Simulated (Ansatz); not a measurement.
Cu Kα1 powder pattern (kinematic, no thermal factors).
```
2θ (°)  relative intensity
 13.47                   9
 20.26                   7
 31.98                   5
 33.20                   6
 33.92                  87
 34.09                  28
 35.76                   1
 39.42                 100
 40.84                   2
 45.63                   4
 55.03                   2
 55.94                   1
 56.85                  32
 57.08                  31
 58.71                   1
 60.99                   2
 67.87                  12
 67.98                  23
 68.19                  11
 71.37                  15
 71.79                   5
 83.87                   2
 84.82                  10
```

The pattern is computed from a structure relaxed with DFT PBE, scalar-relativistic, plane waves, PAW in Ansatz 0.2.0. No spin polarisation. Its elements are C, Ti, Zr.

Q: Give the structure.

A: Zr₃Ti₂C₅.
Space group R-3m:H (No. 166). a = 3.237 Å, b = 3.237 Å, c = 39.416 Å, α = 90.00°, β = 90.00°, γ = 120.00°
| atom | site | symmetry | x | y | z |
| --- | --- | --- | --- | --- | --- |
| Zr | 6c | 3m | 0.0000 | 0.0000 | 0.7017 |
| Zr | 3b | -3m | 0.6667 | 0.3333 | 0.8333 |
| Ti | 6c | 3m | 0.0000 | 0.0000 | 0.8992 |
| C | 6c | 3m | 0.6667 | 0.3333 | 0.7366 |
| C | 3a | -3m | 0.0000 | 0.0000 | 0.0000 |
| C | 6c | 3m | 0.3333 | 0.6667 | 0.8683 |

A pattern alone doesn't exclude other cells with like lines; this is the one computed.

The structure comes from a generated guess; another structure or a mixture of phases may lie lower.
